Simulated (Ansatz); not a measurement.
A geometry of Pt away from equilibrium: the start of the relaxation of a generated trial cell of Pt in the AFLOW prototype A_hR2_166_c (A7, as in As). Method: PBEsol (plane waves to 420 eV, PAW, scalar-relativistic; Ansatz, an electronic-structure program). Γ-centred k-mesh 12×12×12 on the run's cell (coarser than for final values), Fermi–Dirac smearing 0.05 eV.

```xyz
2
Lattice="1.6737 0.9663 3.1037 -1.6737 0.9663 3.1037 0.0000 -1.9326 3.1037" Properties=species:S:1:pos:R:3 pbc="T T T"
Pt     0.0000     0.0000     2.1186
Pt     0.0000     0.0000     7.1924
```

Task: Give the Cartesian forces on all atoms (eV/Å).

Result: 
```csv
atom,Fx,Fy,Fz
Pt1,0.00,0.00,9.47
Pt2,0.00,0.00,-9.47
```

Task: What is the pressure?

Result: +77.4 GPa, compression positive.

No spin polarisation in the result.

The run could not lose the symmetry of its start: the end is stationary, and may be a saddle point rather than a minimum.

The end of the path is a generated cell of Pt: the first start was made by placing the elements on the sites of a structure type, and the end was not matched to a known phase here, so it may be hypothetical. Known forms of Pt include space group No. 225.
